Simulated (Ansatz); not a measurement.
In plane-wave PAW PBE (Ansatz code), Li in the diamond structure (Fd-3m) relaxes to a = 5.899 Å. Li has 4 nearest neighbours from 2.55 Å (tetrahedral).

Electronic character: metallic (no gap).

The bulk modulus is 5.5 GPa.

The start of the workflow was typed in or built on a structure type; neither database checked (COD, Materials Project) lists it. It is not the phase usual at ambient conditions (space group No. 229). Symmetry was held in the PBE relaxation; whether a distortion lowers the energy is not shown. The volume moved by -24 % from the start of the relaxation.

Potentials: the later of the program's two PAW sets.
